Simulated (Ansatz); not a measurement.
Structure optimisation: rhodium, beta-Sn type

Theory: DFT, r2SCAN, plane waves (500 eV) with PAW, scalar-relativistic (Ansatz 0.2.0). The PAW files were generated under PBE, with cores re-solved for the functional.

k-point mesh 14×14×9, Fermi-Dirac smearing 0.05 eV, starting moments 1.00 ×2 μB. Cell and atoms relax.

Starting structure:

```yaml
crystal:
  lattice:
    - [-2.3646850272, 2.3646850272, 1.2911180249]
    - [2.3646850272, -2.3646850272, 1.2911180249]
    - [2.3646850272, 2.3646850272, -1.2911180249]
  atoms:
    - { symbol: Rh, position: [0.0, 0.0, 0.0], spin: 1.0 }
    - { symbol: Rh, position: [0.75, 0.25, 0.5], spin: 1.0 }
hamiltonian:
  xc: r2scan
  pseudopotentials:
    kind: paw
    azcp:
      Rh: "pseudopotentials/Rh.paw.azcp"
basis:
  ecutwfc: 500
  fft_grid_basis: typed
kpoints:
  mp_grid: { grid: [14, 14, 9], shift: [0, 0, 0] }
magnetization:
  spin_polarized: true
scf:
  occupations: { method: fermi_dirac, width: 0.05 }
relax:
  max_steps: 60
  f_tol: 0.01
  cell: {}
output:
  write_density: true
  write_potential: true
  elf: true
  volumetric_format: npy
```

Q: What cell does the relaxation end in?

A: P6_3/mmc with a = 2.701 Å, c = 4.357 Å (c/a = 1.613); 13.77 Å³ per atom against 14.44 at the start (-4.7 %).

The cell has left the beta-Sn structure type; it ends in P6_3/mmc.

Q: How much energy does the relaxation gain?

A: 543.7 meV per atom.

Path of the relaxation (the plane waves are chosen anew near the end, which can shift the energy a little):

```csv
step,E − E(final) (meV/atom),V (Å³/atom),P (GPa),max force (eV/Å)
0,543.72,14.439,13.18,0.000
1,503.94,15.552,-4.55,0.002
2,499.02,15.297,-1.04,0.001
3,498.42,15.222,0.13,0.001
4,498.35,15.228,0.10,0.001
5,498.34,15.232,0.04,0.003
6,498.32,15.235,0.00,0.003
7,497.44,15.228,0.08,0.008
8,474.42,15.176,-0.07,0.060
9,425.12,15.034,0.21,0.134
10,364.20,14.822,1.64,0.122
11,334.02,14.705,3.16,0.128
12,329.95,14.853,-0.03,0.013
13,328.00,14.833,-0.16,0.022
14,319.78,14.634,0.82,0.041
15,300.46,14.412,2.26,0.035
16,244.15,14.273,0.08,0.235
17,182.94,14.438,-7.49,0.319
18,111.28,13.673,2.93,0.323
19,76.83,13.606,-0.81,0.175
20,71.19,13.607,0.46,0.011
21,71.03,13.619,-0.31,0.007
22,70.92,13.607,0.09,0.002
23,70.92,13.614,-0.04,0.000
24,23.84,13.614,4.24,0.009
```

The k-point mesh keeps fewer symmetry operations than the starting structure has, so the cell can leave it.

Q: Which magnetic state does it end in?

A: non-magnetic.
